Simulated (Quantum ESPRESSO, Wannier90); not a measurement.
CdO (rock salt): Wannier90 run

```xyz
2
Lattice="0.0000 2.3610 2.3610 2.3610 0.0000 2.3610 2.3610 2.3610 0.0000" Properties=species:S:1:pos:R:3 pbc="T T T"
Cd     0.0000     0.0000     0.0000
O      2.3610     2.3610     2.3610
```

Materials Project entry mp-1132; symmetrised, unrelaxed at this level. COD (Crystallography Open Database) has an entry of this formula and space group (matched by these alone). Method: PBEsol plane waves in Quantum ESPRESSO 7.5 (PseudoDojo norm-conserving files, 82 Ry, no spin polarisation, no spin-orbit coupling), Bloch states on a 12×12×12 mesh through Γ, Wannier90 4.0.1. Density: 12×12×12 mesh, Gaussian smearing 0.01 Ry.

A tight-binding model is made by disentanglement and projection with no localisation steps (num_iter = 0), so the 8 orbitals stay atom-like: hydrogen-like Cd: s;p; O: s;p, axes along x, y, z; frozen window up to 1.50 eV relative to the Fermi level. It follows pw.x to 0.6 meV rms for states up to 1.0 eV relative to the Fermi level. Matrix elements depend on this choice of orbitals and windows. Bands 6–10 (Cd 4d 92 %, O 2p 6 %) lie between the kept ones and are excluded.

Q: What are the on-site energies relative to the Fermi level, and how fast do the hoppings decay?

A: 
```
atom  orbitals  energy (eV)
----  --------  -----------
Cd1          s         4.05
Cd1   pz px py        11.24
O2           s       -16.33
O2    pz px py        -1.12
```

| distance of the centres (Å) | largest modulus (eV) |
|---|---|
| 2–3 | 1.8 |
| 3–4 | 0.72 |
| 4–5 | 0.50 |
| 5–6 | 0.052 |
| 6–7 | 0.011 |
| 7–8 | 0.025 |
| 8–9 | 0.0044 |
| 9–10 | 0.0086 |
| 10–11 | 0.0029 |
| 11–12 | 0.0014 |
| 12–13 | 0.0011 |
